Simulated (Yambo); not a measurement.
Yambo run on AlPO₄ (space group I-4, No. 82). The wavefunctions come from this Quantum ESPRESSO step (PBEsol, PseudoDojo standard norm-conserving files, scalar-relativistic):

```
&CONTROL
  calculation = 'nscf'
  pseudo_dir = './pseudo'
  outdir = './out'
/
&SYSTEM
  ibrav = 0
  nat = 6
  ntyp = 3
  ecutwfc = 84.0
  ecutrho = 336.0
  occupations = 'fixed'
  force_symmorphic = .true.
  nbnd = 134
/
&ELECTRONS
  conv_thr = 6.000000000000001e-09
  diago_full_acc = .true.
  diago_thr_init = 1e-08
/
ATOMIC_SPECIES
O 15.9990 O.upf
Al 26.9815 Al.upf
P 30.9738 P.upf
CELL_PARAMETERS angstrom
 -2.510355000000   2.510355000000   3.689080000000
  2.510355000000  -2.510355000000   3.689080000000
  2.510355000000   2.510355000000  -3.689080000000
ATOMIC_POSITIONS crystal
O   0.961980000000   0.598110000000   0.824930000000
O   0.401890000000   0.226820000000   0.363870000000
O   0.773180000000   0.137050000000   0.175070000000
O   0.862950000000   0.038020000000   0.636130000000
Al   0.000000000000   0.000000000000   0.000000000000
P   0.750000000000   0.250000000000   0.500000000000
K_POINTS automatic
4 4 4 0 0 0
```

Yambo input:

```
rim_cut
gw0
dyson
el_el_corr
HF_and_locXC
ppa
em1d
RandQpts= 1000000
RandGvec= 1 Ry
EXXRLvcs= 84 Ry
VXCRLvcs= 336 Ry
Chimod= "HARTREE"
% BndsRnXp
 1 | 133 |
%
NGsBlkXp= 7 Ry
% LongDrXp
 1.0 | 1.0 | 1.0 |
%
PPAPntXp= 27.2114 eV
% GbndRnge
 1 | 133 |
%
GTermKind= "BG"
DysSolver= "n"
ExtendOut
% QPkrange
 1 | 1 | 16 | 17 |
 3 | 3 | 16 | 17 |
 6 | 6 | 16 | 17 |
 8 | 8 | 16 | 17 |
 13 | 13 | 16 | 17 |
%
```

k points by index: 1 = Γ, 3 = X, 6 = N, 8 = P, 13 = Z.

The o-*.qp file then holds:

```
#    K-point    Band    Eo [eV]    E [eV]    E-Eo [eV]    Vxc [eV]    Vnlxc [eV]    Sc|Eo [eV]    Sc|E [eV]    dSc/dw|Eo [eV]    Re(Z)    Im(Z)
#
    1    16    0.000000    -1.993836    -1.993836    -19.60013    -25.67965    3.666349    4.085686    -5.722708    0.826236    -0.988941E-3
    1    17    5.869970    6.853755    0.983785    -9.173349    -5.194172    -2.868555    -2.995392    -3.508045    0.885803    -0.702585E-3
    3    16    -0.285897    -2.298516    -2.012619    -19.62603    -25.75155    3.688435    4.112899    -5.738620    0.825837    -0.993584E-3
    3    17    8.689466    9.872578    1.183112    -8.987697    -4.699512    -2.946449    -3.105073    -3.648091    0.881783    -0.755868E-3
    6    16    -0.118115    -2.129055    -2.010940    -19.43248    -25.53254    3.666258    4.089120    -5.721728    0.826261    -0.992559E-3
    6    17    8.062374    9.518777    1.456402    -11.12308    -6.185813    -3.268900    -3.480865    -3.960129    0.872956    -0.771400E-3
    8    16    -0.342452    -2.395387    -2.052935    -19.32849    -25.50036    3.684964    4.118931    -5.751875    0.825505    -0.001002
    8    17    9.016673    10.05487    1.038195    -7.662468    -3.640113    -2.852336    -2.984161    -3.454913    0.887338    -0.737811E-3
    13    16    -0.273647    -2.293380    -2.019733    -19.45224    -25.56259    3.664872    4.090621    -5.735706    0.825910    -0.995854E-3
    13    17    8.556580    9.765833    1.209253    -9.175671    -4.901718    -2.901868    -3.064700    -3.663936    0.881331    -0.757747E-3
```
(The two width columns are left out.) Convergence of these settings isn't established.

Geometry of the Materials Project entry, not relaxed at this level.
